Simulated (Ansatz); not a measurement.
BN (zinc blende)

```
BN
1.0
    0.00000     1.81236     1.81236
    1.81236     0.00000     1.81236
    1.81236     1.81236     0.00000
N B
1 1
Cartesian
  2.71854   2.71854   2.71854
  0.00000   0.00000   0.00000
```

The slice is a {111} plane (indices of the conventional cell) through the point (0.000, 0.000, 0.000) (fractional), spanned by u = [100] and v = [-1 2 0] in vectors of this cell: u (2.56 Å) and v (4.44 Å, at 90° to u). It covers one period; positions are fractions (u, v).

The numbers are results of PBE (plane waves to 420 eV, PAW, scalar-relativistic; Ansatz, a program for electronic structure), not measurements. k mesh 16×16×16. These are valence fields of a PAW run, semicore shells included where kept as valence: close to a nucleus they are smooth pseudo fields. BN was relaxed with its symmetry unable to fall.

Problem. Sketch the electron localisation function (ELF) on this plane as a map.

Solution. 
```
v \ u  0.00  0.12  0.25  0.38  0.50  0.62  0.75  0.88
-----  ----  ----  ----  ----  ----  ----  ----  ----
0.86   0.27  0.62  0.84  0.80  0.69  0.80  0.84  0.62
0.71   0.06  0.17  0.55  0.80  0.87  0.80  0.55  0.17
0.57   0.22  0.27  0.30  0.19  0.14  0.19  0.30  0.27
0.43   0.76  0.84  0.86  0.45  0.04  0.45  0.86  0.84
0.29   0.74  0.76  0.70  0.42  0.20  0.42  0.70  0.76
0.14   0.83  0.71  0.38  0.10  0.05  0.10  0.38  0.71
0.00      x  0.09  0.62  0.68  0.62  0.68  0.62  0.09
```

Values: electron localisation function (ELF). Points within 0.3 Å of a nucleus are blanked (x), as the pseudised field means little there.
